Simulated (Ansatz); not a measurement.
**Kick test of a cell of Zr3Ti2C5**

The structure comes from a generated guess, relaxed at this level; another structure or a mixture of phases may lie lower.

Theory: DFT PBE, scalar-relativistic, plane waves, PAW in Ansatz 0.2.0. Settings: cutoff 420 eV, Γ-centred mesh 16×16×16 on the computed 10-atom cell, Gaussian smearing of 0.10 eV; no spin polarisation.

The cell below (10 atoms, space group I4/mmm (No. 139)) is relaxed within its symmetry.

```
CELL_PARAMETERS angstrom
-1.62367 1.62367 11.38645
1.62367 -1.62367 11.38645
1.62367 1.62367 -11.38645
ATOMIC_POSITIONS crystal
Zr 0.60488 0.60488 0.00000
Zr 0.00000 0.00000 0.00000
Zr 0.39512 0.39512 0.00000
Ti 0.79636 0.79636 0.00000
Ti 0.20364 0.20364 0.00000
C 0.70463 0.70463 0.00000
C 0.10529 0.10529 0.00000
C 0.50000 0.50000 0.00000
C 0.89471 0.89471 0.00000
C 0.29537 0.29537 0.00000
```

For the test it was strained at random (σ = 1.5 % a component), the atoms were moved at random (σ = 0.10 Å), and all was relaxed again on a coarse 6×6×6 mesh (in the run’s order of axes) with 0.20 eV smearing, with no symmetry imposed.

Question: Is the structure stable against such a distortion?

Answer: It returns, within 1 meV/atom of the unmoved cell on that mesh and with the same symmetry when read at 0.1 Å. No instability shows in this cell; modes of other wave vectors, which need another repeat, aren't tested.
